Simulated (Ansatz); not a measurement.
LaTiO3 (cubic perovskite)

```xyz
5
Lattice="3.9057 0.0000 0.0000 0.0000 3.9057 0.0000 0.0000 0.0000 3.9057" Properties=species:S:1:pos:R:3 pbc="T T T"
La     0.0000     0.0000     0.0000
Ti     1.9528     1.9528     1.9528
O      0.0000     1.9528     1.9528
O      1.9528     0.0000     1.9528
O      1.9528     1.9528     0.0000
```

This relaxed cell (volume V₀) is scaled evenly in all directions, its shape held. Symmetry pins the atoms to their sites.

All values below come from PBEsol (plane waves to 420 eV, PAW, scalar-relativistic; Ansatz, a quantum-chemistry and plane-wave program). k mesh 12×12×12 (Γ-centred), Fermi-Dirac smearing 0.05 eV. Energies are smeared free energies. LaTiO3 is run without spin polarisation and with no Hubbard U. LaTiO3 was relaxed with its symmetry unable to fall. This is one of several known forms of LaTiO3; the measured ambient cells at hand have space group No. 62. ΔE is measured from the relaxed starting cell. The last digit holds for this mesh only.

| V (Å³/atom) | ΔE (meV/atom) |
|---|---|
| 10.009 | 261.1 |
| 10.486 | 135.2 |
| 10.962 | 55.4 |
| 11.439 | 12.9 |
| 11.916 | 0.0 |
| 12.392 | 11.1 |
| 12.869 | 41.5 |
| 13.346 | 87.5 |
| 13.822 | 145.9 |

Task: What is the fitted pressure derivative B₀′?

Result: 4.4.

Task: What bulk modulus B₀ follows from a third-order Birch-Murnaghan fit?

Result: 200 GPa. Check by three points about V = 11.916 Å³/atom, step 0.953: d²E/dV² ≈ (55 − 2·0 + 42) meV / 0.953² = 0.107 eV/Å⁶, and V·d²E/dV² × 160.2 = 204 GPa.

(A scan under strain: stresses follow from slopes of the energy per volume, elastic moduli from its curvatures.)
